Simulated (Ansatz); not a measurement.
Input:

MoPt (rock salt, Fm-3m), a = 5.2166 Å, b = 5.2166 Å, c = 5.2166 Å, α = 90.00°, β = 90.00°, γ = 90.00°; the cell used has 2 atoms.

This is the r²SCAN-relaxed structure.

Question: All from r²SCAN in the plane-wave PAW code Ansatz, unless another level is named. Predict the Young's modulus.

Answer: 47.6 GPa.

Question: Give the elastic constants (relaxed ions, GPa).

Answer: C11 = 256, C12 = 191, C44 = 9.8.

The start of the workflow was typed in or built on a structure type; neither database checked (COD, Materials Project) lists it. Whether it is the stable phase at ambient conditions was not checked. The r²SCAN relaxation kept the symmetry of its start; whether a distortion lowers the energy is not shown. No spin polarisation was allowed. The volume moved by 16 % from the start of the relaxation. Its formation energy is positive at this level, so the cell may be metastable or incomplete. As this level gives no gap, shear constants depend on the k-mesh and smearing (Fermi–Dirac, 0.1 eV here). Spin–orbit coupling is left out wherever it is not named.

Potentials: the later of the program's two PAW sets.
